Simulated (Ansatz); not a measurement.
Sr2TaNO3:
```cif
data_NO3Sr2Ta
_chemical_formula_sum 'Sr2 Ta1 N1 O3'
_space_group_name_H-M_alt 'P 1'
_space_group_IT_number 1
_cell_length_a 6.88961
_cell_length_b 6.88961
_cell_length_c 6.88961
_cell_angle_alpha 146.323
_cell_angle_beta 145.813
_cell_angle_gamma 48.747
loop_
_space_group_symop_operation_xyz
  'x, y, z'
loop_
_atom_site_label
_atom_site_type_symbol
_atom_site_fract_x
_atom_site_fract_y
_atom_site_fract_z
_atom_site_occupancy
Sr1 Sr 0.64476 0.64476 0.00000 1
Sr2 Sr 0.35524 0.35524 0.00000 1
Ta1 Ta 0.00000 0.00000 0.00000 1
N1 N 0.50000 0.00000 0.50000 1
O1 O 0.83856 0.83856 0.00000 1
O2 O 0.16144 0.16144 0.00000 1
O3 O 0.00000 0.50000 0.50000 1
```

Relaxed with PBEsol.

**Question.** Give the optical modes at the zone centre with their infrared activity from DFPT, the program Ansatz at the PBEsol level (PAW).

**Answer.** Transverse frequencies, without the LO–TO term; a row sums one degenerate level.

```csv
ω (cm⁻¹),degeneracy,IR ((D/Å)²/amu),activity,symmetry
202i,1,44.13,IR,B3u
130i,1,100.79,IR,B2u
50,1,24.33,IR,B3u
90,1,0.00,IR-inactive,B2g
100,1,0.00,IR-inactive,B3g
112,1,0.95,IR,B2u
157,1,0.23,IR,B3u
168,1,2.90,IR,B1u
202,1,0.00,IR-inactive,Ag
210,1,5.68,IR,B2u
239,1,0.00,IR-inactive,B2g
262,1,0.56,IR,B1u
264,1,0.00,IR-inactive,B3g
314,1,42.46,IR,B1u
507,1,15.57,IR,B1u
592,1,57.35,IR,B2u
619,1,0.00,IR-inactive,Ag
633,1,24.18,IR,B3u
```

**Question.** How high does the top mode go among those that the LO–TO term moves?

**Answer.** 741 cm⁻¹ for q along x, 794 cm⁻¹ for q along y, 655 cm⁻¹ for q along z.

Space group Immm. The workflow started from a Materials Project entry (that database holds measured and hypothetical structures alike); the Crystallography Open Database copy checked does not list it. With N and O taken as one species the cell has the higher symmetry I4/mmm, so it may be an ordered model of a mixed-site phase. Its standing as an ambient phase is unchecked. The cell was relaxed with PBEsol under the symmetry of its start. At this level the phase is dynamically unstable (imaginary phonons). No spin polarisation was allowed. Scalar-relativistic: spin–orbit coupling is off unless named, which matters more the heavier the elements.

Potentials: the later of the program's two PAW sets.
